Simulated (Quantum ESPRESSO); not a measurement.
GeGa3N4, input and log of a self-consistent run

Computed values, not a measurement. The program is pw.x of Quantum ESPRESSO 7.5 (plane-wave density functional theory). The cell is made up: 8 atoms on a wurtzite lattice, with randomly drawn elements, strain and displacements, not relaxed. PseudoDojo standard norm-conserving files (v0.5 for PBE, v0.4.1 for LDA and PBEsol) set the functional; there is no spin polarisation, spin-orbit coupling or dispersion term, and the masses in the input are unused placeholders. A spin-polarised start on this cell or one of its family kept no moment.

Input:

```
&control calculation='scf', pseudo_dir='./dojo.nc.sr.pbe.v0_5.standard.upf', outdir='./o', disk_io='medium', tprnfor=.true., tstress=.true. /
&system ibrav=0, nat=8, ntyp=3, nbnd=47, ecutwfc=84.00895049, nosym=.true., tot_charge=0,
 occupations='smearing', smearing='fd', degauss=0.0073498644
/
&electrons conv_thr=7.350e-09, electron_maxstep=60, /
ATOMIC_SPECIES
Ga 1.0 Ga.upf
Ge 1.0 Ge.upf
N 1.0 N.upf
CELL_PARAMETERS angstrom
3.5176 0.023 -0.0517
0.0398 6.1739 -0.0223
-0.0844 -0.021 5.786
ATOMIC_POSITIONS angstrom
Ge -0.0541 0.0219 -0.0521
Ga 1.8153 3.1095 -0.02
Ga 1.7082 1.0361 2.8438
Ga -0.0312 4.0745 2.8518
N -0.0498 -0.0377 2.1533
N 1.8372 3.1108 2.1147
N 1.6798 1.0358 5.0112
N -0.0332 4.0834 5.0305
K_POINTS automatic
7 6 6 1 1 1
```

The log is shortened where brackets say so; the opening notice, blank lines, dates and the lines on written files are dropped, and the path of the files is cut. It prints rydbergs, bohrs and kilobars, and counts compression as positive stress.

```
     Program PWSCF v.7.5
     Parallel version (MPI & OpenMP), running on       1 processor cores
     Number of MPI processes:                 1
     Threads/MPI process:                     1
     [start-up lines left out]
     bravais-lattice index     =            0
     lattice parameter (alat)  =       6.6482  a.u.
     unit-cell volume          =     847.7431 (a.u.)^3
     number of atoms/cell      =            8
     number of atomic types    =            3
     number of electrons       =        73.00
     number of Kohn-Sham states=           47
     kinetic-energy cutoff     =      84.0090  Ry
     charge density cutoff     =     336.0358  Ry
     scf convergence threshold =      7.3E-09
     mixing beta               =       0.7000
     number of iterations used =            8  plain     mixing
     Exchange-correlation= PBE
                           (   1   4   3   4   0   0   0)
     [axes and pseudopotential details left out]
   Cartesian axes
     site n.     atom                  positions (alat units)
         1        Ge     tau(   1) = (  -0.0153778   0.0062250  -0.0148093  )
         2        Ga     tau(   2) = (   0.5159953   0.8838690  -0.0056850  )
         3        Ga     tau(   3) = (   0.4855524   0.2945093   0.8083444  )
         4        Ga     tau(   4) = (  -0.0088685   1.1581683   0.8106183  )
         5        N      tau(   5) = (  -0.0141555  -0.0107161   0.6120711  )
         6        N      tau(   6) = (   0.5222204   0.8842386   0.6010992  )
         7        N      tau(   7) = (   0.4774797   0.2944240   1.4244234  )
         8        N      tau(   8) = (  -0.0094370   1.1606981   1.4299094  )
     number of k points=   126  Fermi-Dirac smearing, width (Ry)=  0.0073
     Number of k-points >= 100: set verbosity='high' to print them.
     Dense  grid:    88155 G-vectors     FFT dimensions: (  40,  72,  64)
     Estimated max dynamical RAM per process >     116.60 MB
     Initial potential from superposition of free atoms
     starting charge      72.9911, renormalised to      73.0000
     Starting wfcs are   52 randomized atomic wfcs
     total cpu time spent up to now is       33.8 secs
     per-process dynamical memory:    74.1 Mb
     Self-consistent Calculation
     iteration #  1     ecut=    84.01 Ry     beta= 0.70
     Davidson diagonalization with overlap
     ethr =  1.00E-02,  avg # of iterations =  3.0
     total cpu time spent up to now is      109.6 secs
     total energy              =    -719.36128382 Ry
     estimated scf accuracy    <       1.98803581 Ry
     iteration #  2     ecut=    84.01 Ry     beta= 0.70
     Davidson diagonalization with overlap
     ethr =  2.72E-03,  avg # of iterations =  3.0
     total cpu time spent up to now is      190.2 secs
     total energy              =    -719.73131470 Ry
     estimated scf accuracy    <       3.91659420 Ry
     iteration #  3     ecut=    84.01 Ry     beta= 0.70
     Davidson diagonalization with overlap
     ethr =  2.72E-03,  avg # of iterations =  2.0
     total cpu time spent up to now is      258.8 secs
     total energy              =    -720.37322880 Ry
     estimated scf accuracy    <       0.06090838 Ry
     iteration #  4     ecut=    84.01 Ry     beta= 0.70
     Davidson diagonalization with overlap
     ethr =  8.34E-05,  avg # of iterations =  4.0
     total cpu time spent up to now is      334.2 secs
     total energy              =    -720.39182385 Ry
     estimated scf accuracy    <       0.01821167 Ry
     iteration #  5     ecut=    84.01 Ry     beta= 0.70
     Davidson diagonalization with overlap
     ethr =  2.49E-05,  avg # of iterations =  4.4
     total cpu time spent up to now is      399.2 secs
     total energy              =    -720.39361124 Ry
     estimated scf accuracy    <       0.01029345 Ry
     [iterations 6 to 9 left out]
     iteration # 10     ecut=    84.01 Ry     beta= 0.70
     Davidson diagonalization with overlap
     ethr =  7.73E-09,  avg # of iterations =  4.0
     total cpu time spent up to now is      736.6 secs
     total energy              =    -720.39465609 Ry
     estimated scf accuracy    <       0.00000692 Ry
     iteration # 11     ecut=    84.01 Ry     beta= 0.70
     Davidson diagonalization with overlap
     ethr =  7.73E-09,  avg # of iterations =  2.0
     total cpu time spent up to now is      793.9 secs
     total energy              =    -720.39465666 Ry
     estimated scf accuracy    <       0.00000074 Ry
     iteration # 12     ecut=    84.01 Ry     beta= 0.70
     Davidson diagonalization with overlap
     ethr =  1.01E-09,  avg # of iterations =  2.0
     total cpu time spent up to now is      858.9 secs
     total energy              =    -720.39465680 Ry
     estimated scf accuracy    <       0.00000001 Ry
     iteration # 13     ecut=    84.01 Ry     beta= 0.70
     Davidson diagonalization with overlap
     ethr =  1.88E-11,  avg # of iterations =  4.1
     total cpu time spent up to now is      949.1 secs
     total energy              =    -720.39465680 Ry
     estimated scf accuracy    <       0.00000002 Ry
     iteration # 14     ecut=    84.01 Ry     beta= 0.70
     Davidson diagonalization with overlap
     ethr =  1.88E-11,  avg # of iterations =  2.0
     total cpu time spent up to now is     1012.8 secs
     End of self-consistent calculation
     Number of k-points >= 100: set verbosity='high' to print the bands.
     the Fermi energy is     8.6200 ev
!    total energy              =    -720.39465680 Ry
     estimated scf accuracy    <          5.4E-09 Ry
     smearing contrib. (-TS)   =      -0.00455867 Ry
     internal energy E=F+TS    =    -720.39009814 Ry
     The total energy is F=E-TS. E is the sum of the following terms:
     one-electron contribution =    -300.58980626 Ry
     hartree contribution      =     206.09545223 Ry
     xc contribution           =    -192.80679199 Ry
     ewald contribution        =    -433.08895211 Ry
     convergence has been achieved in  14 iterations
     Forces acting on atoms (cartesian axes, Ry/au):
     atom    1 type  2   force =     0.00759958   -0.00982460    0.00728593
     atom    2 type  1   force =    -0.00266618    0.00674009   -0.00425000
     atom    3 type  1   force =     0.00575015   -0.00152819   -0.01118658
     atom    4 type  1   force =     0.01362315    0.00634759    0.00074325
     atom    5 type  3   force =    -0.00030217    0.00959814    0.00539174
     atom    6 type  3   force =    -0.02327217   -0.01231885   -0.00250790
     atom    7 type  3   force =     0.00157423    0.00188552    0.00132633
     atom    8 type  3   force =    -0.00230660   -0.00089970    0.00319723
     Total force =     0.038859     Total SCF correction =     0.000220
     Computing stress (Cartesian axis) and pressure
          total   stress  (Ry/bohr**3)                   (kbar)     P=     -212.63
  -0.00134791  -0.00002674   0.00009427         -198.28       -3.93       13.87
  -0.00002674  -0.00151292   0.00002979           -3.93     -222.56        4.38
   0.00009427   0.00002979  -0.00147543           13.87        4.38     -217.04
     init_run     :     26.00s CPU     33.67s WALL (       1 calls)
     electrons    :    892.53s CPU    978.99s WALL (       1 calls)
     forces       :     12.23s CPU     12.39s WALL (       1 calls)
     stress       :     45.45s CPU     45.70s WALL (       1 calls)
     [timing details left out]
     PWSCF        :  16m16.78s CPU  17m52.70s WALL
     JOB DONE.
```

In other units: free energy -9801.469 eV for the cell, pressure -21.26 GPa, largest force component 0.598 eV/Å. A rerun of a related cell, with the same atoms placed differently, at 1437 eV and a 9 x 8 x 8 mesh moved values by no more than 0.003 eV in energy, 0.02 GPa in stress and 0.008 eV/Å in force.